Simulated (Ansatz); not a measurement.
# What a trial cell of Zr2Cl relaxes into

Theory: DFT PBE, scalar-relativistic, plane waves, PAW in Ansatz. Cutoff 420 eV, Gaussian smearing, Γ-centred meshes. Cell and atoms relax first on a coarse mesh and then on a finer one. In between, the cell is made exact in the group found at 0.06 Å. In metals the finer mesh still leaves noise of several meV/atom or more. The steps can't lower the symmetry of their start. No spin polarisation in the relaxation; trial moments died out in a coarse test.

The cell of Zr2Cl is invented: random cell by space group and Wyckoff sites (P4/mmm, No. 123). Its size is a rough estimate.

```yaml
crystal:
  lattice:
    - [4.55841, 0.00000, 0.00000]
    - [0.00000, 4.55841, 0.00000]
    - [0.00000, 0.00000, 3.68449]
  atoms:
    - { symbol: Zr, position: [0.00000, 0.50000, 0.50000] }
    - { symbol: Zr, position: [0.50000, 0.00000, 0.50000] }
    - { symbol: Cl, position: [0.50000, 0.50000, 0.00000] }
```

The zero of energy is the elements' standard structures at the same level (Cl₂ as a molecule); no fitted shifts are applied.

Problem. Where does the relaxation end?

Solution. The symmetry stays P4/mmm (No. 123). The volume per atom shrinks by 18.3 %, from 25.5 to 20.8 Å³. The shortest distance goes from 2.93 Å (Zr–Cl) to 2.73 Å (Zr–Cl). The ratio c/a of the conventional cell changes by a factor of 0.86. The energy falls by about 0.28 eV/atom (the start's value is from the coarse mesh). Conventional cell: a = 4.487 Å, c = 3.106 Å. Around Zr lie 4 Cl at 2.73 Å and 6 Zr at 3.11–3.17 Å; around Cl lie 8 Zr at 2.73 Å and 2 Cl at 3.11 Å.

```cif
data_structure
_symmetry_space_group_name_H-M 'P4/mmm'
_symmetry_Int_Tables_number 123
_cell_length_a 4.4868
_cell_length_b 4.4868
_cell_length_c 3.1059
_cell_angle_alpha 90.000
_cell_angle_beta 90.000
_cell_angle_gamma 90.000
_cell_volume 62.53
loop_
_atom_site_label
_atom_site_type_symbol
_atom_site_symmetry_multiplicity
_atom_site_Wyckoff_symbol
_atom_site_fract_x
_atom_site_fract_y
_atom_site_fract_z
_atom_site_occupancy
Zr1 Zr 2 e 0.00000 0.50000 0.50000 1
Cl1 Cl 1 c 0.50000 0.50000 0.00000 1
```

Problem. How does it come out in energy, and is it a metal?

Solution. The energy over the elements is +0.10 eV/atom and the gap on the 10×10×16 mesh of the 3-atom cell is 0 eV (a metal).

A positive value: parting into the elements would lower its energy.

The last run used Gaussian smearing of 0.10 eV. An odd number of electrons in the primitive cell allows no gap without spin; a larger cell or a magnetic state could open one. A structure relaxed within its symmetry needn't be a true minimum. Another cell of Zr2Cl relaxed alike, in P4/nmm, lies 206 meV/atom lower, so this cell isn't the stable form at this level.
